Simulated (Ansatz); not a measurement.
# Ba, hcp: geometry optimisation

Method: DFT, PBEsol, plane waves (420 eV) with PAW, scalar-relativistic in Ansatz. The PAW files were generated under PBE, with cores re-solved for the functional.

k-point mesh 8×8×5, Fermi-Dirac smearing 0.1 eV, no spin polarisation. Cell and atoms relax.

Starting structure:

```
Ba
1.0
     4.45449    0.00000    0.00000
    -2.22724    3.85770    0.00000
     0.00000    0.00000    7.27418
Ba
2
Direct
  0.33333 0.66667 0.25000
  0.66667 0.33333 0.75000
```

Q: What cell does the relaxation end in?

A: P6_3/mmc with a = 4.340 Å, c = 7.101 Å (c/a = 1.636); 57.93 Å³ per atom against 62.50 at the start (-7.3 %).

Q: How much energy does the relaxation gain?

A: 7.9 meV per atom.
